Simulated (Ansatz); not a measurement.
CsCl (CsCl type)

```
CsCl
1.0
    4.06815     0.00000     0.00000
    0.00000     4.06815     0.00000
    0.00000     0.00000     4.06815
Cs Cl
1 1
Direct
  0.00000   0.00000   0.00000
  0.50000   0.50000   0.50000
```

The slice is a {110} plane (indices of the conventional cell) through the point (0.500, 0.500, 0.500) (fractional), spanned by u = [100] and v = [011] in vectors of this cell: u (4.07 Å) and v (5.75 Å, at 90° to u). It covers one period; positions are fractions (u, v).

Method: PBEsol (plane waves to 420 eV, PAW, scalar-relativistic; Ansatz, a first-principles code). k mesh 8×8×8. These are valence fields of a PAW run, semicore shells included where kept as valence: close to a nucleus they are smooth pseudo fields. CsCl was relaxed with its symmetry unable to fall.

Problem. Sketch the electrostatic potential energy of an electron, from the cell's mean on this plane as a map.

Solution. 
| v \ u | 0.00 | 0.10 | 0.20 | 0.30 | 0.40 | 0.50 | 0.60 | 0.70 | 0.80 | 0.90 |
|---|---|---|---|---|---|---|---|---|---|---|
| 0.93 | x | x | x | 5.0 | 6.0 | 6.0 | 6.0 | 5.0 | x | x |
| 0.86 | x | x | 3.3 | 5.4 | 5.3 | 5.1 | 5.3 | 5.4 | 3.3 | x |
| 0.79 | 4.3 | 4.7 | 5.0 | 4.4 | 3.4 | 2.9 | 3.4 | 4.4 | 5.0 | 4.7 |
| 0.71 | 5.4 | 5.0 | 3.8 | 1.3 | <-2.0 | <-2.0 | <-2.0 | 1.3 | 3.8 | 5.0 |
| 0.64 | 4.5 | 3.8 | 1.1 | <-2.0 | x | x | x | <-2.0 | 1.1 | 3.8 |
| 0.57 | 3.6 | 2.6 | <-2.0 | x | x | x | x | x | <-2.0 | 2.6 |
| 0.50 | 3.3 | 2.0 | <-2.0 | x | x | x | x | x | <-2.0 | 2.0 |
| 0.43 | 3.6 | 2.6 | <-2.0 | x | x | x | x | x | <-2.0 | 2.6 |
| 0.36 | 4.5 | 3.8 | 1.1 | <-2.0 | x | x | x | <-2.0 | 1.1 | 3.8 |
| 0.29 | 5.4 | 5.0 | 3.8 | 1.3 | <-2.0 | <-2.0 | <-2.0 | 1.3 | 3.8 | 5.0 |
| 0.21 | 4.3 | 4.7 | 5.0 | 4.4 | 3.4 | 2.9 | 3.4 | 4.4 | 5.0 | 4.7 |
| 0.14 | x | x | 3.3 | 5.4 | 5.3 | 5.1 | 5.3 | 5.4 | 3.3 | x |
| 0.07 | x | x | x | 5.0 | 6.0 | 6.0 | 6.0 | 5.0 | x | x |
| 0.00 | x | x | x | 4.5 | 6.2 | 6.2 | 6.2 | 4.5 | x | x |

Values: electrostatic potential energy of an electron, from the cell's mean, in eV. Points within 1 Å of a nucleus are blanked (x), as the pseudised field means little there. Values under -2 eV are set to -2. The zero, the cell's mean, hangs on the PAW cores.
